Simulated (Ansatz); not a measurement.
# Kick test of a cell of Cd3SnS4

It was reached by relaxing an invented guess, and it needn't be the stable form of this composition.

These are results of DFT PBE, scalar-relativistic, plane waves, PAW in Ansatz 0.2.0, not measurements. Plane waves to 420 eV, a k mesh through Γ of 8×8×8 on the computed 8-atom cell and Gaussian smearing (0.10 eV); no spin polarisation.

The cell below (8 atoms, space group I4/mmm (No. 139)) is relaxed within its symmetry.

```
Cd Sn S
1.0
    -2.80174    2.80174    5.53810
     2.80174   -2.80174    5.53810
     2.80174    2.80174   -5.53810
Cd Sn S
3 1 4
Direct
  0.50000 0.50000 0.00000
  0.75000 0.25000 0.50000
  0.25000 0.75000 0.50000
  0.00000 0.00000 0.00000
  0.00000 0.50000 0.50000
  0.50000 0.00000 0.50000
  0.25832 0.25832 0.00000
  0.74168 0.74168 0.00000
```

For the test it was strained at random (σ = 1.5 % a component), the atoms were moved at random (σ = 0.05 Å), and all was relaxed again on a coarse 4×4×4 mesh (in the run’s order of axes) with 0.20 eV smearing, with no symmetry imposed.

Task: What happens?

Result: It returns, within 1 meV/atom of the unmoved cell on that mesh and with the same symmetry when read at 0.1 Å (Imm2 at 0.01 Å, so small strains and shifts remain). So it is stable against the distortions that fit this cell and that this random move excites. Modes that don't fit the cell aren't tested.
